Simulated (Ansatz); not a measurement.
# Data sheet: SrZrO3 (DFT)

SrZrO3:
```yaml
crystal:
  lattice:
    - [-2.86822, 2.86822, 4.16182]
    - [2.86822, -2.86822, 4.16182]
    - [2.86822, 2.86822, -4.16182]
  atoms:
    - { symbol: Sr, position: [0.75000, 0.25000, 0.50000] }
    - { symbol: Sr, position: [0.25000, 0.75000, 0.50000] }
    - { symbol: Zr, position: [0.00000, 0.00000, 0.00000] }
    - { symbol: Zr, position: [0.50000, 0.50000, 0.00000] }
    - { symbol: O, position: [0.18934, 0.68934, 0.87869] }
    - { symbol: O, position: [0.81066, 0.31066, 0.12131] }
    - { symbol: O, position: [0.68934, 0.81066, 0.50000] }
    - { symbol: O, position: [0.31066, 0.18934, 0.50000] }
    - { symbol: O, position: [0.25000, 0.25000, 0.00000] }
    - { symbol: O, position: [0.75000, 0.75000, 0.00000] }
```

Space group I4/mcm (No. 140); conventional cell a = 5.736 Å, b = 5.736 Å, c = 8.324 Å, α = 90.00°, β = 90.00°, γ = 90.00°.

Method: PBEsol in the plane-wave PAW code Ansatz. Structure relaxed to zero pressure with the same functional. Other levels are named where they apply.

Cell and energy:

```json
{
 "volume_per_atom": "13.70 Å³",
 "density": "5.50 g/cm³",
 "Formation energy from the elements (no fitted shifts)": "-3.33 eV/atom"
}
```

Electronic structure:

```json
{
  "band_gap": "3.71 eV (indirect)",
  "valence_band_maximum": "at X",
  "conduction_band_minimum": "at Γ",
  "smallest_direct_gap_on_the_standard_path": "3.75 eV",
  "Electron effective mass, band 1 of 2 at the edge": "0.91 along x, 0.50 along z (mₑ)",
  "Electron effective mass, band 2 of 2 at the edge": "0.80 along x, 0.50 along z (mₑ)",
  "Electron effective mass with spin–orbit coupling": "0.50, 0.85, 0.85 mₑ (principal values)",
  "HSE06 gap on the PBEsol cell": "5.29 eV",
  "Gap with spin–orbit coupling": "3.68 eV"
}
```

Mechanics:

```json
{
 "Bulk modulus (Birch–Murnaghan fit)": "153 GPa",
 "Pressure derivative B′": "4.1"
}
```

Dielectric response:

```json
{
  "Electronic dielectric constant ε∞ (DFPT)": "4.63 (xx = yy), 4.77 (zz)",
  "Born charges (a third of the trace)": "Sr +2.51, Zr +5.93, O -2.82 to -2.80 e"
}
```

Phonons:

```json
{
 "Highest zone-centre frequency (without LO–TO term)": "798 cm^-1",
 "zone_centre_stability": "unstable, softest mode 87i cm⁻¹",
 "dynamical_stability_on_the_path": "unstable, down to 87i cm⁻¹"
}
```

The first step of the workflow began from a Materials Project structure, measured or hypothetical; the Crystallography Open Database copy checked does not list it. COD files the formula under space group No. 62, 63, 221. Its standing as an ambient phase is unchecked. The PBEsol relaxation kept the symmetry of its start. The run is not spin-polarised. The references are the lowest solids computed at this level, not always the standard phases (solids in place of the gases). Spin–orbit coupling is left out wherever it is not named.

Potentials: the later of the program's two PAW sets.
